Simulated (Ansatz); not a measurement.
# Profile along the C–Zr line in ZrC (rock salt)

ZrC (rock salt), conventional cell a = b = c = 4.7087 Å, α = β = γ = 90.00°. The calculation uses the primitive cell of 2 atoms, to which meshes and values per cell refer.

Fields along a shortest C–Zr line of a {100} plane (2.35 Å), from C to Zr, interpolated on the slice's grid (step about 0.1 Å). Computed with PBE (plane waves to 420 eV, PAW, scalar-relativistic; Ansatz, a quantum-chemistry and plane-wave program). k mesh 17×17×17. These are valence fields of a PAW run, semicore shells included where kept as valence: close to a nucleus they are smooth pseudo fields. ZrC is run without spin polarisation. ZrC was relaxed with its symmetry unable to fall.

```csv
distance from C (Å),valence electron density (e/Å³),electron localisation function
0.00,1.63,x
0.24,1.71,x
0.47,1.45,x
0.71,0.90,0.79
0.94,0.53,0.60
1.18,0.45,0.23
1.41,0.84,0.42
1.65,2.25,0.79
1.88,3.97,x
2.12,3.68,x
2.35,2.65,x
```

x: too close to a nucleus for the ELF to mean much.

Density on the C–Zr line (2.35 Å) at its density minimum, 1.1 Å from C: 0.44 e/Å³. ELF at that point: 0.3.
